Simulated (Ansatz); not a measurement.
CdSe:
```
CdSe
1.0
    4.30094     0.00000     0.00000
   -2.15047     3.72472     0.00000
    0.00000     0.00000    14.04362
Cd Se
4 4
Direct
  0.00000   0.00000   0.00030
  0.00000   0.00000   0.50030
  0.66667   0.33333   0.75019
  0.33333   0.66667   0.25019
  0.00000   0.00000   0.81271
  0.00000   0.00000   0.31271
  0.66667   0.33333   0.56243
  0.33333   0.66667   0.06243
```

Cartesian axes are those of the cell as given.

Q: Give the proper piezoelectric stress tensor with relaxed ions from PBEsol (plane waves, PAW; program Ansatz).

A: In C/m², rows x, y, z, Voigt columns; mesh uncertainty up to 0.01.
```
 0.00   0.00   0.00   0.00   0.08   0.00
 0.00   0.00   0.00   0.08   0.00   0.00
 0.11   0.11  -0.19   0.00   0.00   0.00
```

The elastic tensor of the same run (GPa):

```csv
,1,2,3,4,5,6
1,73.8,44.5,37.3,0.0,0.0,0.0
2,44.5,73.8,37.3,0.0,0.0,0.0
3,37.3,37.3,82.2,0.0,0.0,0.0
4,0.0,0.0,0.0,13.1,0.0,0.0
5,0.0,0.0,0.0,0.0,13.1,0.0
6,0.0,0.0,0.0,0.0,0.0,14.7
```

Q: Convert to strain constants d = e·S.

A: In pC/N:
```
 0.0   0.0   0.0   0.0   6.2   0.0
 0.0   0.0   0.0   6.2   0.0   0.0
 2.3   2.3  -4.4   0.0   0.0   0.0
```

Space group P6_3mc. A made-up cell: these elements were put on the sites of a structure type. Its sites differ from those of the usual phase in this space group: another stacking or structure type. The cell was relaxed with PBEsol under the symmetry of its start; whether a distortion lowers the energy is not shown. Signs of piezoelectric constants follow the polarity of the cell as given.

Potentials: the later of the program's two PAW sets.
